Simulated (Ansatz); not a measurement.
Total density of states per atom from plane-wave PAW r²SCAN (Ansatz code), in 0.25 eV bins, energy from the Fermi level:

```
E (eV)  states/eV/atom
------  --------------
-7.85             0.16
-7.60             0.08
-7.35             0.01
-7.10             0.00
-6.85             0.00
-6.60             0.00
-6.35             0.00
-6.10             0.00
-5.85             0.00
-5.60             0.11
-5.35             0.40
-5.10             0.40
-4.85             0.38
-4.60             0.40
-4.35             0.46
-4.10             0.53
-3.85             0.54
-3.60             0.63
-3.35             0.71
-3.10             1.03
-2.85             0.62
-2.60             0.70
-2.35             0.45
-2.10             0.46
-1.85             0.83
-1.60             0.80
-1.35             0.57
-1.10             0.55
-0.85             0.40
-0.60             0.39
-0.35             0.48
-0.10             0.17
0.15              0.22
0.40              0.46
0.65              0.49
0.90              0.58
1.15              0.67
1.40              0.76
1.65              0.69
1.90              0.83
2.15              0.93
2.40              1.14
2.65              1.21
2.90              1.04
3.15              0.79
3.40              0.70
3.65              0.94
3.90              0.91
```

Question: Which of these materials gives this?
A. ZrGe, Pnma (Zr on 4c, Ge on 4c)
B. Ti5Ge3, P6_3/mcm (Ti on 6g, Ti on 4d, Ge on 6g)
C. Zr5Ga3, P6_3/mcm (Zr on 4d, Zr on 6g, Ga on 6g)
D. YSiRu, Pnma (Y on 4c, Si on 4c, Ru on 4c)

Answer: A, ZrGe, Pnma (Zr on 4c, Ge on 4c). Within 0.5 eV of the Fermi level: Zr 4d 77 %, Ge 4p 15 %. Projections are on Löwdin-orthogonalised atomic valence shells; empty p or d shells of many metals are not among them.

The first step of the workflow began from a Materials Project structure, measured or hypothetical; the Crystallography Open Database copy checked does not list it. Its standing as an ambient phase is unchecked. The cell was relaxed with r²SCAN under the symmetry of its start; its stability against distortions is not shown here. No spin polarisation was allowed. Scalar-relativistic: spin–orbit coupling is off unless named, which matters more the heavier the elements.

Potentials: the earlier of the program's two PAW sets.
